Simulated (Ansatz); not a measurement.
Relaxed-ion elastic tensor of Cu3Pt (Cu3Au type, space group No. 221) in GPa (Voigt order), plane-wave PAW LDA (Ansatz code); density 13.39 g/cm³, 11.95 Å³ per atom.

```csv
,1,2,3,4,5,6
1,268,194,194,0.0,0.0,0.0
2,194,268,194,0.0,0.0,0.0
3,194,194,268,0.0,0.0,0.0
4,0.0,0.0,0.0,103,0.0,0.0
5,0.0,0.0,0.0,0.0,103,0.0
6,0.0,0.0,0.0,0.0,0.0,103
```

Q: Is the crystal mechanically stable?

A: Yes: the smallest eigenvalue of C is 74.2 GPa.

Q: Work out the Voigt, Reuss and Hill averages.

A: K_V = 219, K_R = 219, K_H = 219; G_V = 76.7, G_R = 60.2, G_H = 68.5 GPa.

Q: Give Young's modulus, Poisson's ratio, Pugh's ratio and the universal anisotropy index.

A: E = 9KG/(3K + G) = 186 GPa; ν = 0.36; K/G = 3.20 (ductile by the Pugh limit of 1.75); A_U = 5G_V/G_R + K_V/K_R − 6 = 1.37.

Q: Estimate the sound speeds and the Debye temperature.

A: v_l = √((K + 4G/3)/ρ) = 4810 m/s, v_t = √(G/ρ) = 2260 m/s, mean 2550 m/s; Θ = (h/k)(3n/4πV)^(1/3) v_m = 331 K.

Q: Give the Zener ratio and Young's modulus along [100], [110] and [111].

A: A = 2C44/(C11 − C12) = 2.78; 1/E = S11 − 2(S11 − S12 − S44/2)Γ with Γ = 0, 1/4, 1/3 gives 105, 193, 267 GPa.

Q: Solve the Christoffel equation for the three sound speeds along [100], [110], [111].

A: Eigenvalues of C_ijkl n_j n_l equal ρv². In km/s, slowest first: [100] 2.78, 2.78, 4.48; [110] 1.66, 2.78, 5.00; [111] 2.10, 2.10, 5.16.

Space group Pm-3m (Cu3Au type). The workflow started from a Materials Project entry (that database holds measured and hypothetical structures alike); the Crystallography Open Database files this formula in space group No. 221, but the cells were not matched. Its standing as an ambient phase is unchecked. The LDA relaxation kept the symmetry of its start; of distortions, only those at the zone centre were tested. No spin polarisation was allowed. As this level gives no gap, shear constants depend on the k-mesh and smearing (Fermi–Dirac, 0.1 eV here). Scalar-relativistic: spin–orbit coupling is off unless named, which matters more the heavier the elements.

Potentials: the later of the program's two PAW sets.
